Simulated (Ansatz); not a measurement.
In$_{2}$TeO$_{2}$:
```yaml
crystal:
  lattice:
    - [3.79728, 0.00000, 0.00000]
    - [-1.89864, 3.28854, 0.00000]
    - [0.00000, 0.00000, 7.03936]
  atoms:
    - { symbol: In, position: [0.66667, 0.33333, 0.80709] }
    - { symbol: In, position: [0.33333, 0.66667, 0.19291] }
    - { symbol: Te, position: [0.00000, 0.00000, 0.50000] }
    - { symbol: O, position: [0.66667, 0.33333, 0.11958] }
    - { symbol: O, position: [0.33333, 0.66667, 0.88042] }
```

Relaxed with r²SCAN.

**Question.** Map the valence electron density (e/Å³), cut off at 2 on the plane through (0.667, 0.333, 0.807) spanned by u = [0, 0, 1] and v = [1, -1, 0] in lattice vectors, from r²SCAN in the plane-wave PAW code Ansatz.

**Answer.** x is the fraction of u, y of v (the angle between them is 90°; rows are the nearest grid lines); atoms in the plane: In at (0.00, 0.00), In at (0.39, 0.67), Te at (0.69, 0.33), O at (0.31, 0.00), O at (0.07, 0.67).
```
|@@@@*::=@@@@@@%-.            .:*@@@@|
|@@@@+::=%@@@@@#:.             .+@@@@|
|@@@=....-+%@%+-.              .:=@@@|
|*+-:.  ..:-=-:..               ..-+*|
|.:::..    ..:::..                 ..|
|:-==-:.  ..:=**=:.                .:|
|#@@@@%=:.:*@@@@@@*:.             .-#|
|@@@@@@+::-@@@@@@@@:.             .=@|
|@@@@@@*-:-@@@@@@@@-.             .+@|
|#@@@@%=:.:*@@@@@@*:.             .-#|
|-*%@*=:...:#@@@@#-..              .-|
| ....      .................        |
|                   ..::::::...      |
|                  ..:=%@@@@+-:.     |
|                  .:-#@@@@@@=:..    |
|                  .:=@@@@@@@#-..    |
|                  .:=@@@@@@@*-..    |
|                  .:-#@@@@@@=:..    |
|                   ..:-+*+=-:..     |
|                    ..::::::...     |
|*+-..  ..:---:.          ..   ..:-+*|
|@@@=....-+%@#+:.              .:=@@@|
|@@@@+::=%@@@@@#:.             .+@@@@|
|@@@@*::=@@@@@@%-.            .:*@@@@|
```
Scale: ten equal steps from 0.014 (start of ' ') to 2.00 (end of '@'), in the order ' .:-=+*#%@'; x runs from 0.000 to 1.00, y from 0.000 (bottom) to 1.00 (top).

The density is the valence pseudo-density with augmentation charge, so density and ELF within about 1 Å of a nucleus are not all-electron values.

Space group P-3m1. The start of the workflow was typed in or built on a structure type; neither database checked (COD, Materials Project) lists it. Its standing as an ambient phase is unchecked. The r²SCAN relaxation kept the symmetry of its start; its stability against distortions is not shown here. Scalar-relativistic: spin–orbit coupling is off unless named, which matters more the heavier the elements.

Potentials: the earlier of the program's two PAW sets.
